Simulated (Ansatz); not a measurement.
Values for one crystal, relaxed and computed with r²SCAN (plane waves, PAW; program Ansatz); other levels are named.

| Quantity | Result |
|---|---|
| Volume per atom | 23.24 Å³ |
| Band gap | 0.55 eV (indirect) |
| Conduction-band minimum | off the standard path, at k = (0.000, 0.267, 0.315) |
| Valence-band maximum | off the standard path, at k = (0.000, 0.117, 0.049) |
| Formation energy from the elements (no fitted shifts) | -0.46 eV/atom |
| Smallest direct gap on the standard path | 0.86 eV |

Q: Pick the material that matches.
A. CdSe, wurtzite
B. SnSe2, CdI2 type
C. PtS, P4_2/mmc (Pt on 2c, S on 2e)
D. PtSe2, CdI2 type

A: D, PtSe2, CdI2 type

Space group P-3m1 (CdI2 type). Symmetry was held in the r²SCAN relaxation. The run is not spin-polarised. A crystal of weakly bound layers computed without a dispersion correction: the cell and the soft elastic constants depend strongly on that. The references are the lowest solids computed at this level, not always the standard phases. Scalar-relativistic: spin–orbit coupling is off unless named, which matters more the heavier the elements.

Potentials: the earlier of the program's two PAW sets.
